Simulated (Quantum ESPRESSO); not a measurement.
Space group I4/mmm (No. 139); a = b = 3.763 Å, c = 6.242 Å, α = β = γ = 90.00°

| atom | site | symmetry | x | y | z |
|---|---|---|---|---|---|
| C | 4e | 4mm | 0.0000 | 0.0000 | 0.3991 |
| Ca | 2a | 4/mmm | 0.0000 | 0.0000 | 0.0000 |
(The calculation used a cell of 3 atoms; values per cell refer to that cell.)

The PBEsol cell relaxed from Materials Project entry mp-2482 was given an isotropic strain of -1.5 % on all lattice vectors, and the atoms were relaxed again.

Question: What does norm-conserving PBEsol (Quantum ESPRESSO, 82 Ry, without SOC) give for the electronic structure near the Fermi level?

Answer: The PBEsol gap is indirect, 0.86 eV, from 80 % of the way from Γ to Z to X; the smallest direct gap is 2.05 eV. 

The structure is a Materials Project entry; no match was found in the copy of COD used, and its stability was not checked.
